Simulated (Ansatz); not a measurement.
A geometry of ZnNi away from equilibrium: step 11 of the relaxation of a randomly generated symmetric cell of ZnNi (space group No. 186). Computed with PBE (plane waves to 420 eV, PAW, scalar-relativistic; Ansatz, a first-principles code). Γ-centred k-mesh 9×9×9 on the run's cell (coarser than for final values), Fermi–Dirac smearing 0.05 eV.

```
ZnNi
1.0
    3.71375     0.00000     0.00000
   -1.85688     3.21620     0.00000
    0.00000     0.00000     4.55521
Ni Zn
2 2
Direct
  0.33333   0.66667   0.86944
  0.66667   0.33333   0.36944
  0.00000   0.00000   0.11945
  0.00000   0.00000   0.61945
```
Spin-polarised start, with parallel moments on Ni.

Question: Which atoms carry the largest force, and which way does it point?

Answer: No atom: all forces are below 0.005 eV/Å; only the cell is out of equilibrium.

Question: What is the pressure?

Answer: +5.8 GPa, compression positive.

Question: How far above the relaxed end point is this geometry?

Answer: 0.41 eV/atom; the path ends in P6₃/mmc (No. 194) (NiAs type).

No spin polarisation in the result: the starting moments vanished. A magnetic state may lie lower.

The run could not lose the symmetry of its start; a randomly shaken copy of 8 atoms returns to this structure.

The end of the path is a generated cell of ZnNi: the first start was made by a random draw of sites in a space group, and the end was not matched to a known phase here, so it may be hypothetical.
